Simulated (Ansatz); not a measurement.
Space group Im-3m (No. 229). a = 5.731 Å, b = 5.731 Å, c = 5.731 Å, α = 90.00°, β = 90.00°, γ = 90.00°
| atom | site | symmetry | x | y | z |
| --- | --- | --- | --- | --- | --- |
| Al | 8c | .-3m | 0.2500 | 0.7500 | 0.2500 |
| Co | 6b | 4/mm.m | 0.0000 | 0.5000 | 0.0000 |
| Ni | 2a | m-3m | 0.0000 | 0.0000 | 0.0000 |

Equation of state of this Al$_{4}$Co$_{3}$Ni structure (not necessarily the ground state), with shape and atoms relaxed at each volume where symmetry leaves them free. It has no gap at any of these volumes. Level of theory: DFT PBE, scalar-relativistic, plane waves, PAW in Ansatz 0.2.0.

Settings: cutoff 420 eV, Γ-centred mesh 10×10×10 on the computed 8-atom cell, Gaussian smearing of 0.10 eV; collinear spin from starting moments 0.0 0.0 0.0 0.0 0.0 0.0 0.2 0.0 μB.

```csv
V (Å³/atom),E − E(largest V) (meV/atom),P (GPa)
10.705,39.39,19.64
11.058,4.84,12.00
11.411,-14.21,5.51
11.764,-20.10,-0.01
12.117,-14.82,-4.71
12.470,0.00,-8.72
```

Task: Fit a third-order Birch–Murnaghan equation, E = E0 + (9V0B0/16)·[(x − 1)³B0' + (x − 1)²(6 − 4x)] with x = (V0/V)^(2/3), to E(V).

Result: V0 = 11.76 Å³/atom, B0 = 169 GPa, B0' = 4.4.

The cell was found from a structure generator's guess, not taken from experiment.
